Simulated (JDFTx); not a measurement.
An input for JDFTx (a modified build) (Al(111), linear PCM (GLSSA13), water, 1 M KF; bohr, hartree) and the course of its log:

```
lattice \
  5.3969723774 2.6984861982 0.0000000000 \
  0.0000000000 4.6739151820 0.0000000000 \
  0.0000000000 0.0000000000 43.4637008664
coords-type Lattice
ion Al 0.0000000000 0.0000000000 -0.1520789560 0
ion Al 0.3333333333 0.3333333333 -0.0506929850 0
ion Al 0.6666666667 0.6666666667 0.0506929850 0
ion Al 0.0000000000 0.0000000000 0.1520789560 0
ion-species pseudo/al_pbe_v1.upf
elec-cutoff 20 100
elec-ex-corr gga-PBE
coulomb-interaction Slab 001
coulomb-truncation-embed 0 0 0
kpoint-folding 8 8 1
elec-smearing Fermi 0.01
elec-n-bands 15
target-mu -0.122743
electronic-scf nIterations 100 energyDiffThreshold 1e-10
fluid LinearPCM
pcm-variant GLSSA13
fluid-solvent H2O
fluid-cation K+ 1
fluid-anion F- 1
fluid-minimize nIterations 400 knormThreshold 1e-11
wavefunction read f0.wfns
elec-initial-eigenvals f0.eigenvals
elec-initial-fillings read f0.fillings
fluid-initial-state f0.fluidState
dump-name f0_u0.$VAR
dump End State Ecomponents EigStats BandEigs Forces ElecDensity IonicPositions Fillings Kpoints Dtot FluidDebug BoundCharge FluidDensity
```

```
[one cycle in 5 is shown, and the last three; fluid-solver lines are left out]
	FillingsUpdate:  mu: -0.122743000  nElectrons: 12.817019
SCF: Cycle:  0   G: -6.567178958986744   dG: +3.472e-01   |Residual|: 3.803e-02   |deigs|: 9.827e-09
	FillingsUpdate:  mu: -0.122743000  nElectrons: 12.074881
SCF: Cycle:  5   G: -6.914687759261049   dG: -1.357e-03   |Residual|: 2.070e-03   |deigs|: 5.842e-04
	FillingsUpdate:  mu: -0.122743000  nElectrons: 12.084371
SCF: Cycle: 10   G: -6.914768964633728   dG: -2.375e-03   |Residual|: 1.141e-03   |deigs|: 2.824e-03
	FillingsUpdate:  mu: -0.122743000  nElectrons: 12.064481
SCF: Cycle: 15   G: -6.915003410450025   dG: -2.162e-05   |Residual|: 3.236e-05   |deigs|: 2.429e-04
	FillingsUpdate:  mu: -0.122743000  nElectrons: 12.064799
SCF: Cycle: 20   G: -6.915003533242414   dG: -1.322e-08   |Residual|: 1.062e-05   |deigs|: 3.229e-05
	FillingsUpdate:  mu: -0.122743000  nElectrons: 12.064951
SCF: Cycle: 25   G: -6.915003557780419   dG: -1.729e-08   |Residual|: 4.052e-06   |deigs|: 5.230e-06
	FillingsUpdate:  mu: -0.122743000  nElectrons: 12.064924
SCF: Cycle: 30   G: -6.915003556436688   dG: -1.453e-08   |Residual|: 4.456e-06   |deigs|: 6.466e-06
	FillingsUpdate:  mu: -0.122743000  nElectrons: 12.065812
SCF: Cycle: 35   G: -6.915003120406981   dG: +4.358e-07   |Residual|: 4.027e-05   |deigs|: 1.821e-05
	FillingsUpdate:  mu: -0.122743000  nElectrons: 12.064985
SCF: Cycle: 40   G: -6.915003557763388   dG: -1.645e-08   |Residual|: 5.882e-06   |deigs|: 3.331e-06
	FillingsUpdate:  mu: -0.122743000  nElectrons: 12.065248
SCF: Cycle: 45   G: -6.915003485430574   dG: +7.310e-08   |Residual|: 1.756e-05   |deigs|: 6.055e-06
	FillingsUpdate:  mu: -0.122743000  nElectrons: 12.065437
SCF: Cycle: 50   G: -6.915003399173763   dG: +1.582e-07   |Residual|: 2.415e-05   |deigs|: 1.030e-05
	FillingsUpdate:  mu: -0.122743000  nElectrons: 12.064991
SCF: Cycle: 55   G: -6.915003557192765   dG: -1.665e-08   |Residual|: 7.141e-06   |deigs|: 3.403e-06
	FillingsUpdate:  mu: -0.122743000  nElectrons: 12.064920
SCF: Cycle: 60   G: -6.915003553118353   dG: -1.327e-08   |Residual|: 6.834e-06   |deigs|: 2.329e-06
	FillingsUpdate:  mu: -0.122743000  nElectrons: 12.064889
SCF: Cycle: 65   G: -6.915003550299840   dG: -1.131e-08   |Residual|: 6.890e-06   |deigs|: 2.108e-06
	FillingsUpdate:  mu: -0.122743000  nElectrons: 12.064783
SCF: Cycle: 70   G: -6.915003535103524   dG: -2.425e-09   |Residual|: 9.639e-06   |deigs|: 3.906e-07
	FillingsUpdate:  mu: -0.122743000  nElectrons: 12.064897
SCF: Cycle: 75   G: -6.915003551984489   dG: -2.078e-08   |Residual|: 6.134e-06   |deigs|: 2.357e-06
	FillingsUpdate:  mu: -0.122743000  nElectrons: 12.064956
SCF: Cycle: 80   G: -6.915003557476382   dG: -8.481e-09   |Residual|: 4.720e-06   |deigs|: 2.007e-06
	FillingsUpdate:  mu: -0.122743000  nElectrons: 12.064990
SCF: Cycle: 85   G: -6.915003557332986   dG: -1.681e-08   |Residual|: 6.851e-06   |deigs|: 3.384e-06
	FillingsUpdate:  mu: -0.122743000  nElectrons: 12.065537
SCF: Cycle: 90   G: -6.915003350244675   dG: +2.055e-07   |Residual|: 2.759e-05   |deigs|: 1.216e-05
	FillingsUpdate:  mu: -0.122743000  nElectrons: 12.064908
SCF: Cycle: 95   G: -6.915003552906307   dG: -1.561e-08   |Residual|: 6.158e-06   |deigs|: 2.224e-06
	FillingsUpdate:  mu: -0.122743000  nElectrons: 12.064690
SCF: Cycle: 97   G: -6.915003519947954   dG: +2.114e-08   |Residual|: 1.449e-05   |deigs|: 9.101e-06
	FillingsUpdate:  mu: -0.122743000  nElectrons: 12.064754
SCF: Cycle: 98   G: -6.915003519986599   dG: -3.865e-11   |Residual|: 1.250e-05   |deigs|: 1.707e-06
	FillingsUpdate:  mu: -0.122743000  nElectrons: 12.064791
SCF: Cycle: 99   G: -6.915003538921574   dG: -1.893e-08   |Residual|: 9.170e-06   |deigs|: 1.158e-06
SCF: None of the convergence criteria satisfied after 100 iterations.
IonicMinimize: Iter:   0  G: -6.915003538921574  |grad|_K:  0.000e+00
IonicMinimize: Converged (|grad|_K<1.000000e-04).
```

This run gave no converged result. The loop ran out of cycles short of its threshold. It has stalled and not diverged: the last ten energies span 2e-07 Ha, so the total is near its end, but levels, forces and the electron count aren't shown converged.
